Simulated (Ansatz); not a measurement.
A trial cell of WSe2 was relaxed with PBEsol (plane waves to 420 eV, PAW, scalar-relativistic; Ansatz, a quantum-chemistry and plane-wave program).

Before: I4/mmm (No. 139), tI6; a = 4.762 Å, b = 4.762 Å, c = 5.842 Å, α = 90.00°, β = 90.00°, γ = 90.00°.

After relaxation:

Simulated powder pattern, Ag Kα, λ = 0.560885 Å (kinematic, ideal powder, no thermal factors, no anomalous dispersion; the 24 strongest lines at most, above 1 %, up to 2θ = 30°):

```tsv
2θ (°)	I/Imax (%)
9.03	64
14.78	100
17.35	38
20.96	19
22.86	18
25.74	41
27.33	14
29.81	13
```

Q: Identify the relaxed structure from its pattern: crystal system, space group and cell.

A: Cubic, Fm-3m (No. 225), cF12, AFLOW prototype AB2_cF12_225_a_c (C1, as in CaF2); a = b = c = 6.168 Å, α = β = γ = 90.00°. Sites: Se 8c (0.250, 0.250, 0.250); W 4a (0.000, 0.000, 0.000).

Q: Index the strongest lines.

A: 9.03° (111), 14.78° (220), 17.35° (311), 20.96° (400), 25.74° (422).

Spin state reached: ferromagnetic (net 0.55 μB/atom); other spin orders were not run from this start.

The run could not lose the symmetry of its start, so the end can be a saddle point.

All atoms sit on sites fixed by symmetry, so only the cell could relax.

The relaxed structure here is a generated cell of WSe2: the first start was made by placing the elements on the sites of a structure type, and the end was not matched to a known phase here, so it may be hypothetical. Known forms of WSe2 include space group No. 194.
